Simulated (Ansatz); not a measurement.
PNO in space group I2_12_12_1 (No. 24; P on 4c, N on 4a, O on 4b), r²SCAN (plane waves, PAW; program Ansatz), all energies at zero smearing, with the estimated change up to a 700 eV cutoff added, with one set of potentials and settings (totals compare only within such a set). Cell of 6 atoms (2 P, 2 N, 2 O): -3427.639 eV.

```
element                            reference phase  E (eV/atom)
-------  -----------------------------------------  -----------
P                        Cmce, 4 atoms in the cell    -759.1670
N                        Pa-3, 8 atoms in the cell    -384.8341
O        C2/m, 4 atoms in the cell, spin-polarised    -566.0346
```

Formation energy per atom, worked out: (-3427.639 − 2×(-759.1670) − 2×(-384.8341) − 2×(-566.0346))/6 = -1.261 eV/atom (-122 kJ per mol of atoms), at 0 K, without zero-point energy or fitted corrections.

The workflow started from a Materials Project entry (that database holds measured and hypothetical structures alike); the Crystallography Open Database copy checked does not list it. Its standing as an ambient phase is unchecked. Symmetry was held in the r²SCAN relaxation; whether a distortion lowers the energy is not shown. The references are the lowest solids computed at this level, not always the standard phases (solids in place of the gases).

Potentials: the earlier of the program's two PAW sets.
